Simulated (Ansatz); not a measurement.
Input and steps of a relaxation of cell and atoms on SnOSe as a Janus 1T monolayer (Ansatz 0.2.0, HSE06). The starting cell comes from a relaxation with r2SCAN.

```yaml
crystal:
  lattice:
    - [3.5168887759, 0.0, 0.0]
    - [-1.758444388, 3.0457150222, 0.0]
    - [0.0, 0.0, 29.2993396888]
  atoms:
    - { symbol: Sn, position: [0.0, 0.0, 0.3157927424] }
    - { symbol: O, position: [0.3333333333, 0.6666666667, 0.3461962839] }
    - { symbol: Se, position: [0.6666666667, 0.3333333333, 0.2595334478] }
  periodic: [true, true, false]
kpoints:
  mp_grid: { grid: [6, 6, 1] }
hamiltonian:
  xc: hse06
scf:
  occupations: { method: fermi_dirac, width: 0.02 }
relax:
  f_tol: 0.005
  cell: {}
```

The trajectory has 5 recorded frames, each with fractional positions and then forces in eV/Å along x, y and z. The last, and any step after a large change of cell, is solved on a basis re-selected at its cell; pressure is positive in compression.

Step 1: energy 0.0 meV/atom from step 1, largest force component 0.160 eV/Å; a = 3.517 Å, b = 3.517 Å, c = 29.299 Å, α = 90.00°, β = 90.00°, γ = 120.00°
```
Sn 0.0000 0.0000 0.3158     0.000   0.000  -0.036
O  0.3333 0.6667 0.3462     0.000   0.000  -0.124
Se 0.6667 0.3333 0.2595     0.000   0.000   0.160
```

Step 2: energy -0.2 meV/atom from step 1, largest force component 0.257 eV/Å; a = 3.508 Å, b = 3.508 Å, c = 29.299 Å, α = 90.00°, β = 90.00°, γ = 120.00°
```
Sn 0.0000 0.0000 0.3156     0.000   0.000   0.190
O  0.3333 0.6667 0.3456     0.000   0.000   0.066
Se 0.6667 0.3333 0.2603     0.000   0.000  -0.257
```

Step 3: energy -1.2 meV/atom from step 1, largest force component 0.005 eV/Å; a = 3.504 Å, b = 3.504 Å, c = 29.299 Å, α = 90.00°, β = 90.00°, γ = 120.00°
```
Sn 0.0000 0.0000 0.3158     0.000   0.000   0.005
O  0.3333 0.6667 0.3460     0.000   0.000  -0.005
Se 0.6667 0.3333 0.2598     0.000   0.000  -0.001
```

Step 4: energy -1.2 meV/atom from step 1, largest force component 0.000 eV/Å; a = 3.503 Å, b = 3.503 Å, c = 29.299 Å, α = 90.00°, β = 90.00°, γ = 120.00°
```
Sn 0.0000 0.0000 0.3158     0.000   0.000   0.000
O  0.3333 0.6667 0.3460     0.000   0.000   0.000
Se 0.6667 0.3333 0.2598     0.000   0.000   0.000
```

Step 5: energy -0.9 meV/atom from step 1, largest force component 0.000 eV/Å; a = 3.503 Å, b = 3.503 Å, c = 29.299 Å, α = 90.00°, β = 90.00°, γ = 120.00°
```
Sn 0.0000 0.0000 0.3158     0.000   0.000   0.000
O  0.3333 0.6667 0.3460     0.000   0.000   0.000
Se 0.6667 0.3333 0.2598     0.000   0.000   0.000
```

The walk took 4 steps and changed the area by -0.8 %. The last SCF, on a fresh basis, lies 0.9 meV an atom below the first. At the end: the sheet's in-plane cell has a = 3.503 Å, b = 3.503 Å (γ = 120.0°), and its outermost atoms lie 2.53 Å apart along the normal. Sn is surrounded by 3 O at 2.21 Å and 3 Se at 2.60 Å; O is surrounded by 3 Sn at 2.21 Å; Se is surrounded by 3 Sn at 2.60 Å.

It took 2.7 min on 1 × NVIDIA H100 80GB HBM3 with 2 threads of AMD EPYC 7R13 Processor (Zen 3), on a shared host, load about 1.3 per core; peak host memory 3.5 GiB.

The cell comes from a prototype generator: it can be a known phase or a hypothetical one. Spin polarisation is off.
